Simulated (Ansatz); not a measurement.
# Tl$_{4}$BrCl$_{3}$: where the heat goes in a short trajectory

Level of theory: Ansatz 0.2.0, DFT PBEsol, scalar-relativistic, plane waves, PAW. The runs took a 420 eV cutoff, a shifted (0.5, 0.5, 0.0 steps) 2×2×1 mesh and Fermi–Dirac smearing (0.16 eV). The mesh is coarse. Spin–orbit coupling is left out, which can shift energies with elements as heavy as these. No spin polarisation.

16 atoms start on the lattice sites below (V = 519.2 Å³, 1.06 times the source cell's; static pressure -3.24 GPa, largest force component 0.04 eV/Å) with velocities drawn for 1800 K; Langevin thermostat aiming at the same temperature, at which the real crystal may have melted, fixed cell, 71 steps of 3 fs.

```
Tl Br Cl
1.0
     4.02145   -5.68434    0.00000
     4.02145    5.68434    0.00000
     0.00000    0.00000   11.35701
Tl Br Cl
8 2 6
Direct
  0.00000 0.00000 0.50000
  0.50000 0.50000 0.50000
  0.75000 0.25000 0.74572
  0.25000 0.75000 0.74572
  0.00000 0.00000 0.00000
  0.50000 0.50000 0.00000
  0.75000 0.25000 0.25428
  0.25000 0.75000 0.25428
  0.00000 0.50000 0.00000
  0.50000 0.00000 0.00000
  0.25000 0.25000 0.25092
  0.75000 0.75000 0.25092
  0.00000 0.50000 0.50000
  0.50000 0.00000 0.50000
  0.25000 0.25000 0.74908
  0.75000 0.75000 0.74908
```

| t (fs) | T (K) | kinetic energy (meV/atom) | potential energy over the first frame (meV/atom) | P with the kinetic part (GPa) |
| --- | --- | --- | --- | --- |
| 0.0 | 1688 | 218.1 | 0.0 | -2.53 |
| 15.0 | 1661 | 214.7 | 1.8 | -2.41 |
| 30.0 | 1334 | 172.4 | 7.4 | -2.20 |
| 45.0 | 2164 | 279.7 | 18.2 | -1.39 |
| 60.0 | 2724 | 352.1 | 31.9 | -0.32 |
| 75.0 | 1500 | 193.9 | 55.8 | 0.26 |
| 90.0 | 1791 | 231.5 | 95.9 | 1.61 |
| 105.0 | 1436 | 185.6 | 121.6 | 2.23 |
| 120.0 | 1861 | 240.5 | 132.2 | 2.63 |
| 135.0 | 1866 | 241.2 | 116.2 | 2.16 |
| 150.0 | 2543 | 328.7 | 90.3 | 1.65 |
| 165.0 | 1774 | 229.3 | 86.4 | 0.80 |
| 180.0 | 1421 | 183.7 | 109.8 | 0.76 |
| 195.0 | 1380 | 178.4 | 123.3 | 0.83 |
| 210.0 | 2004 | 259.1 | 122.5 | 1.12 |

T counts 3N degrees of freedom. Means over every step of the second half, not only the rows shown: T = 1785 K, kinetic energy 230.8 meV/atom, potential energy 112.3 meV/atom, P = 1.48 GPa.

Q: Does the potential energy follow equipartition for harmonic vibrations?

A: In a harmonic crystal each vibration holds as much potential as kinetic energy on average; T is counted on all 3N degrees of freedom here, and the thermostat also drives the centre of mass, which has no potential energy, so the share is (N − 1)/N of the kinetic energy, 216.4 meV/atom. The run has 112.3, a ratio of 0.52. The deficit can mean that slow modes haven't yet taken up their share, that the thermostat is still feeding kinetic energy, or that the atoms found a lower arrangement than the start. So short a run gives a rough mean.

Q: Split the rise of pressure into the kinetic part and the rest. Can a thermal Grüneisen parameter be estimated?

A: The program counts the kinetic part as N k_B T/V = 0.76 GPa. The pressure lies 4.72 GPa over the static one in all, so the forces add 3.96 GPa. The potential energy lies far under its harmonic share, so slow or unstable modes may dominate and no γ is drawn.

Cost: 1 run of about 6.2 core-minutes (earlier runs that led there not counted), on Intel Xeon 6975P-C (Granite Rapids) (shared hosts).